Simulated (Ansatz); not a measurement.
## Relaxing Si$_{31}$As

Method: Ansatz 0.2.0, DFT PBE, scalar-relativistic, plane waves, PAW. (420 eV cutoff, 2×2×2 k-mesh, shifted by half a step, Gaussian smearing of 0.01 eV, no spin polarisation)

What was changed: As on a Si site (Wyckoff letter a), charge +1, atoms relaxed at the host's cell.

In a supercell of 32 atoms the defect feels its periodic images.

Spin polarisation was left out.

Command:

```bash
ansatz run input.yaml --threads 4 --pin off --max-ram 8192MiB --backend cpu --events-out ev --progress --plain --runs-dir out
```

Input:

```yaml
crystal:
  lattice:
    - [5.4700937543, 5.4700937543, -5.4700937543]
    - [-5.4700937543, 5.4700937543, 5.4700937543]
    - [5.4700937543, -5.4700937543, 5.4700937543]
  atoms:
    - { symbol: As, position: [0.4999399267, 0.7498190785, 1.0043456324] }
    - { symbol: Si, position: [0.2480907376, 0.7496145003, 0.249558068] }
    - { symbol: Si, position: [6.30886e-05, 0.7496504472, 0.5006097155] }
    - { symbol: Si, position: [0.4999833393, 0.9987317227, 0.7481248755] }
    - { symbol: Si, position: [0.7493546127, 0.7496172274, 0.7483036679] }
    - { symbol: Si, position: [0.2482612809, 0.999027006, 1.0006314106] }
    - { symbol: Si, position: [0.0014957187, 0.0016409989, 0.2524323513] }
    - { symbol: Si, position: [0.5001876739, 0.2497244266, 0.5005956441] }
    - { symbol: Si, position: [0.7522450811, 0.001750533, 0.5017650573] }
    - { symbol: Si, position: [0.2508870945, 0.2482415463, 0.7510682465] }
    - { symbol: Si, position: [0.0001001983, 0.2495691684, 0.0004721417] }
    - { symbol: Si, position: [0.5000680096, 0.4974585962, 0.2495739529] }
    - { symbol: Si, position: [0.7522655601, 0.2509610203, 0.2524168468] }
    - { symbol: Si, position: [0.2509447996, 0.5005475817, 0.4991475863] }
    - { symbol: Si, position: [-0.0012665889, 0.5002506614, 0.7511122696] }
    - { symbol: Si, position: [0.7495760159, 0.4977021333, 0.0005769844] }
    - { symbol: Si, position: [0.2420345636, 0.4911534867, 0.7438351529] }
    - { symbol: Si, position: [-0.0001094436, 0.499174995, 0.0003820903] }
    - { symbol: Si, position: [0.750538923, 0.4997682334, 0.2508650526] }
    - { symbol: Si, position: [0.2495436755, 0.7496042935, 0.499946421] }
    - { symbol: Si, position: [0.5001140161, 0.4992693229, 0.500123071] }
    - { symbol: Si, position: [-2.63857e-05, 0.7497008271, 0.7503063039] }
    - { symbol: Si, position: [0.7563900046, 0.7483686455, -0.0050184103] }
    - { symbol: Si, position: [0.2503799574, 0.000112372, 0.2509431587] }
    - { symbol: Si, position: [0.5039595925, 0.7494027747, 0.2636641873] }
    - { symbol: Si, position: [0.0003855483, -0.0005259649, 0.500622534] }
    - { symbol: Si, position: [0.7504709283, -3.8955e-06, 0.7504944195] }
    - { symbol: Si, position: [0.2496523384, 0.2492509659, 0.0002954642] }
    - { symbol: Si, position: [0.499999593, 0.0058103925, -0.0009863397] }
    - { symbol: Si, position: [0.0005313396, 0.2499337671, 0.2504663356] }
    - { symbol: Si, position: [0.749949337, 0.2499064798, 0.5005963478] }
    - { symbol: Si, position: [0.5002896044, 0.2494667068, 0.750273773] }
  host:
    lattice:
      - [0.0, 2.7350468771, 2.7350468771]
      - [2.7350468771, 0.0, 2.7350468771]
      - [2.7350468771, 2.7350468771, 0.0]
    atoms:
      - { symbol: Si, position: [0.75, 0.75, 0.75] }
      - { symbol: Si, position: [0.5, 0.5, 0.5] }
total_charge: 1
basis:
  ecutwfc: 420
  xc_grid: 2
kpoints:
  mp_grid: { grid: [2, 2, 2], shift: [0.5, 0.5, 0.5] }
hamiltonian:
  xc: pbe
scf:
  occupations: { method: gaussian, width: 0.01 }
output:
  forces: true
  stress: false
  eigenvalues: true
  charged_corrections:
    defect_position: [0.5, 0.75, 1.0]
    epsilon: [[12.9823, 0.0, 0.0], [0.0, 12.9823, 0.0], [0.0, 0.0, 12.9823]]
  write_density: true
  write_potential: true
  elf: true
  volumetric_format: npy
relax:
  adjacent_minimum: "off"
  f_tol: 0.025
  max_steps: 45
```

F is the free energy.

Steps:

```tsv
step	F − F(1) (eV)	largest force component (eV/Å)
1	0.0000	0.533
2	-0.0346	0.113
3	-0.0372	0.002
4	-0.0372	0.002
```

Relaxed structure:

```
CELL_PARAMETERS angstrom
5.47009 5.47009 -5.47009
-5.47009 5.47009 5.47009
5.47009 -5.47009 5.47009
ATOMIC_POSITIONS crystal
As 0.50020 0.74952 0.00057
Si 0.24798 0.74952 0.24960
Si 0.00017 0.74953 0.50063
Si 0.50015 0.99856 0.74829
Si 0.74927 0.74951 0.74831
Si 0.24807 0.99868 0.00061
Si 0.00148 0.00169 0.25272
Si 0.50022 0.24955 0.50062
Si 0.75241 0.00175 0.50186
Si 0.25109 0.24822 0.75140
Si 0.00018 0.24949 0.00057
Si 0.50016 0.49728 0.24960
Si 0.75239 0.25081 0.25269
Si 0.25113 0.50048 0.49926
Si 0.99889 0.50037 0.75142
Si 0.74935 0.49737 0.00060
Si 0.24309 0.49242 0.74342
Si 0.99994 0.49907 0.00053
Si 0.75062 0.49970 0.25099
Si 0.24971 0.74951 0.50023
Si 0.50018 0.49909 0.50026
Si 0.99997 0.74954 0.75024
Si 0.75730 0.74952 0.00051
Si 0.25039 0.99997 0.25100
Si 0.50021 0.74953 0.25772
Si 0.00044 0.99934 0.50078
Si 0.75060 0.99994 0.75069
Si 0.24974 0.24924 0.00049
Si 0.50020 0.00662 0.00052
Si 0.00049 0.24979 0.25045
Si 0.75002 0.24978 0.50076
Si 0.50024 0.24928 0.75022
```

The run converged. Time: 110 s on 4 threads of Intel(R) Xeon(R) Processor @ 2.10GHz (Emerald Rapids) (shared host), peak memory 1.5 GiB.